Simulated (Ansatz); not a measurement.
C in space group P6_3/mmc (No. 194; C on 6h) at seven volumes, the program Ansatz at the r²SCAN level (PAW), shape and atoms relaxed at each. One row is withheld.

```json
[
 {"V (Å³/atom)": "6.518", "P (GPa)": "36.79"},
 {"V (Å³/atom)": "6.733", "P (GPa)": "?"},
 {"V (Å³/atom)": "6.948", "P (GPa)": "10.62"},
 {"V (Å³/atom)": "7.163", "P (GPa)": "0.01"},
 {"V (Å³/atom)": "7.378", "P (GPa)": "-9.25"},
 {"V (Å³/atom)": "7.593", "P (GPa)": "-17.32"},
 {"V (Å³/atom)": "7.808", "P (GPa)": "-24.34"}
]
```

### Question
Fit the shown pressures and predict the withheld one.

### Answer
Third-order Birch–Murnaghan: P = (3/2)B₀(x^(7/2) − x^(5/2))[1 + (3/4)(B′ − 4)(x − 1)] with x = (V₀/V)^(2/3). Least squares on the six rows gives V₀ = 7.163 Å³/atom, B₀ = 329.6 GPa, B′ = 3.57. At V = 6.733, x = 1.0421 and P = 22.78 GPa. The run itself gave 22.81 GPa.

The start of the workflow was typed in or built on a structure type. Its sites differ from those of the usual phase in this space group: another stacking or structure type. The r²SCAN relaxation kept the symmetry of its start; whether a distortion lowers the energy is not shown.

Potentials: the later of the program's two PAW sets.
